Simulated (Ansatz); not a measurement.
An Ansatz (a first-principles code) run. Input:

Ansatz 0.2 input:
```yaml
crystal:
  lattice:
    - [5.9395816439, 3.2231086785, 0.0]
    - [-5.9395816439, 3.2231086785, 0.0]
    - [-5.3542862476, 0.0, 6.1404252855]
  atoms:
    - { symbol: W, position: [0.2038139194, 0.2038139194, 0.0] }
    - { symbol: W, position: [0.7961860806, 0.7961860806, 0.0] }
    - { symbol: Cl, position: [0.318464183, 0.681535817, 0.8456440873] }
    - { symbol: Cl, position: [0.681535817, 0.318464183, 0.1543559127] }
    - { symbol: Cl, position: [0.7822743478, 0.2177256522, 0.8151523554] }
    - { symbol: Cl, position: [0.2177256522, 0.7822743478, 0.1848476446] }
    - { symbol: Cl, position: [0.2126558367, 0.2638884162, 0.6970042862] }
    - { symbol: Cl, position: [0.7873441633, 0.7361115838, 0.3029957138] }
    - { symbol: Cl, position: [0.2638884162, 0.2126558367, 0.3029957138] }
    - { symbol: Cl, position: [0.7361115838, 0.7873441633, 0.6970042862] }
kpoints:
  mp_grid: { grid: [6, 6, 5] }
hamiltonian:
  xc: r2scan
  dispersion: d4
  pseudopotentials: { kind: paw }
scf:
  occupations: { method: fixed }
checkpoint: { read: static.run }
output: { bader: true, populations: true }
```

Output (shortened):

```
Pseudopotentials: kind: paw
Pseudopotential: W, paw, valence charge 14
Pseudopotential: Cl, paw, valence charge 7
Functional definition: r2SCAN
Crystal: 10 atoms, lattice volume = 235.104 Å³
Basis set: ecut = 500 eV, 5985 PW (Γ), exchange–correlation on 200×200×240 points (64 copies of the dense FFT grid, shifted against one another)
Bands: 52, of which v1, the nominal top of the filled ones, is band 42 counted from 1 (41 counted from 0)
Symmetry: 4 space group operations
Space group: C2/m (ITA 12), of the structure as read, at distance tolerance 6.2e-5 Å
k-points: 55 of 180
PAW frozen core: W, regenerated for the run's functional
PAW frozen core: Cl, regenerated for the run's functional
Initial density: read from a saved state, or passed on in memory by an earlier SCF of this step, an earlier step, the calling program or the single point that …
Stability of the state it starts from, as read at its close in the unpolarized treatment …
Initial wavefunctions: pseudopotential atomic-orbital guess
Eigensolver: davidson
Functional: x = r2scan, c = r2scan; τ floored in thin density (d = 2e-4 eV/Å³)
iter 1 solved again at ethr=1.75e-7 eV; its pass at ethr=3.10e-3 eV (dr2=1.47e-4 eV) is discarded
SCF iter   1: F=—  HF=-29474.207478 eV  |F-HF|=—  |Δ(HF+E_count)|=         —  Δρ=1.25e-6  dr2=6.37e-9  dr2_τ=4.00e-10  ethr=1.75e-7  ⟨swp⟩=3.8  Hψ=17155  notcnv=0  defer=440
all-band conjugate gradients solve this SCF's bands
preconditioner: auto → Resta (q_TF=auto, 2.298 Å⁻¹)
SCF iter   2: F=—  HF=-29474.207335 eV  |F-HF|=—  |Δ(HF+E_count)|=   1.43e-4  Δρ=9.19e-7  dr2=4.99e-9  dr2_τ=7.01e-10  ethr=7.59e-12  ⟨swp⟩=14.1  Hψ=14356  notcnv=0
SCF iter   3: F=-29474.207335 eV  HF=-29474.207335 eV  |F-HF|=8.80e-10  |Δ(HF+E_count)|=  6.84e-10  Δρ=4.80e-7  dr2=1.08e-9  dr2_τ=5.90e-11  ethr=5.94e-12  ⟨swp⟩=1.0  Hψ=5830  notcnv=0
WARN: dispersion: an atom stands within reach of a switch of its C6 between two reference coordination numbers of its element …
SCF 1 converged in 3 iterations: F = -29474.207335 eV  dr2 = 1.08e-9
SCF converged after 3 iterations
Free energy (F): -29474.207335 eV
Harris-Foulkes:  -29474.207335 eV  (|F-HF|=8.80e-10)
Internal energy: -29474.207335 eV  (E = F + TS)
E sigma→0 (E₀):  -29474.207335 eV
Fermi energy:    5.578009 eV
--- Per-component energies (eV) ---
  E_band       = -810.462159
  E_kinetic    = 2184.022313
  E_local      = -5810.174798  (includes V_loc(G=0)·N_el)
  E_nonlocal   = 229.012539
  E_hartree    = 2160.660127
  E_xc         = -1326.619897
  E_vxc        = -1589.639191  (∫ρ·V_xc dr)
  E_paw        = -22517.066938  (= ΣΔE_a)
  E_vpaw       = -227.054898  (= ΣTr[D̂ρ^β])
  E_aug_tail   = 0.000200  (compensation charges beyond the density's cutoff)
  E_vtau       = 82.052866  (kinetic-family band-sum trace: ∫τ·v_τ [+ j·A + Jᵃ·Aᵃ] dr)
  E_ewald      = -4390.777202
  E_disp       = -0.996527  (pairwise vdW)
  E_core_change = -2.267152  (= ΣΔE_core)
  E_smearing   =  0.000000  (= −TS)
  E_closure    = 0.000000  (closes the sum)
  Σ components = -29474.207335   (vs F -29474.207335, Δ=0.00e0)
  [band-id]    e_kinetic+e_local+e_nonlocal+2·e_hartree+e_vxc+e_vpaw+e_augmentation_tail+e_vtau = -810.460715   (vs E_band -810.462159, Δ=1.44e-3)
--- Band table (eV; the first three rows and the last of 55) ---
  k-point 0: bands = ["-71.7252", "-71.6725", "-35.6033", "-35.5023", "-35.3436", "-35.3129", "-35.2383", "-34.6484", "-12.3896", "-11.9417", "-11.0377", "-10.8098", "-10.5198", "-10.2821", "-10.2718", "-9.8198", "-1.8857", "-1.6442", "-0.8894", "-0.7028", "-0.6466", "-0.5889", "-0.1047", "-0.0227", "0.0976", "0.7389", "0.7517", "1.3637", "1.7484", "1.9584", "2.0040", "2.2204", "2.2392", "2.5493", "2.9330", "3.0724", "3.2333", "3.3750", "3.5080", "3.7805", "4.1716", "5.0968", "6.0208", "6.0967", "7.4603", "7.7245", "8.2266", "8.4926", "8.9457", "9.4637", "10.6825", "11.9496"]
  k-point 1: bands = ["-71.7252", "-71.6725", "-35.6033", "-35.5023", "-35.3436", "-35.3129", "-35.2383", "-34.6484", "-12.3719", "-11.9450", "-11.0328", "-10.8152", "-10.5177", "-10.3062", "-10.2740", "-9.8326", "-1.8573", "-1.5585", "-0.9262", "-0.6266", "-0.5716", "-0.5333", "-0.1124", "0.0592", "0.1961", "0.7389", "0.7824", "1.3867", "1.7580", "1.8704", "1.8803", "2.0987", "2.1891", "2.3333", "2.8701", "2.9850", "3.1038", "3.2709", "3.4750", "3.7816", "4.1784", "5.1551", "6.0208", "6.2117", "7.4370", "7.7248", "8.2238", "8.4950", "8.8976", "9.4177", "11.0967", "12.2221"]
  k-point 2: bands = ["-71.7252", "-71.6725", "-35.6033", "-35.5023", "-35.3436", "-35.3129", "-35.2383", "-34.6484", "-12.3417", "-11.9512", "-11.0208", "-10.8271", "-10.5190", "-10.3583", "-10.2597", "-9.8543", "-1.8190", "-1.4381", "-0.9615", "-0.5512", "-0.4143", "-0.3236", "-0.0677", "0.1947", "0.3491", "0.7214", "0.7318", "1.5645", "1.6876", "1.6895", "1.7892", "1.8171", "1.8198", "2.2517", "2.5141", "2.9924", "3.0515", "3.0519", "3.4256", "3.7765", "4.1898", "5.2422", "6.0144", "6.3610", "7.4000", "7.7228", "8.2300", "8.5020", "8.8389", "9.3687", "11.9613", "12.6253"]
  k-point 54: bands = ["-71.7252", "-71.6725", "-35.6034", "-35.5022", "-35.3436", "-35.3129", "-35.2383", "-34.6484", "-12.2888", "-11.9633", "-11.0719", "-10.8297", "-10.5494", "-10.3332", "-10.2421", "-9.8747", "-1.8945", "-1.3898", "-0.9376", "-0.4067", "-0.3694", "-0.2426", "-0.0764", "0.2891", "0.3455", "0.3764", "0.6997", "1.4738", "1.6960", "1.8048", "1.8270", "1.8759", "1.9733", "2.0678", "2.5848", "2.7580", "3.1066", "3.1992", "3.4422", "3.7771", "4.1621", "5.2343", "6.0090", "6.3598", "7.3944", "7.7507", "8.1340", "8.4763", "8.9694", "9.4526", "11.9259", "12.7537"]
  band table: 52 of 52 bands, residual norms ≤ 1.0e-3 eV
--- Löwdin populations: 10 sites ---
  site symbol       q [e]
     0      W     13.0140
     1      W     13.0140
     2     Cl      7.2434
     3     Cl      7.2434
     4     Cl      7.0257
     5     Cl      7.0257
     6     Cl      7.2393
     7     Cl      7.2393
     8     Cl      7.2393
     9     Cl      7.2393
  spilling = 0.005672 (of n_electrons = 84.000000)
--- Bader charges: 10 sites ---
  site symbol  charge [e]  shift [e]
     0      W      1.9243     0.0037
     1      W      1.9243     0.0037
     2     Cl     -0.5391     0.0010
     3     Cl     -0.5391     0.0010
     4     Cl     -0.4367     0.0014
     5     Cl     -0.4367     0.0014
     6     Cl     -0.4743     0.0007
     7     Cl     -0.4743     0.0007
     8     Cl     -0.4743     0.0007
     9     Cl     -0.4743     0.0007
  shift: an alarm, by how much a part of what the PAW files miss would move the charge. Where it is large, compare
  with a run on PAW files of another source; a small one proves nothing
  estimated error of the sums over rays = 3.5e-4 e
```

Cost: about 5 core-minutes (a rough figure) on shared cores.

The workflow started from a Materials Project entry (that database holds measured and hypothetical structures alike); the Crystallography Open Database copy checked does not list it. Its standing as an ambient phase is unchecked. Symmetry was held in the r²SCAN+D4 relaxation; whether a distortion lowers the energy is not shown. The run is not spin-polarised. Spin–orbit coupling is left out wherever it is not named.

Potentials: the later of the program's two PAW sets.

Ansatz is a plane-wave DFT program.
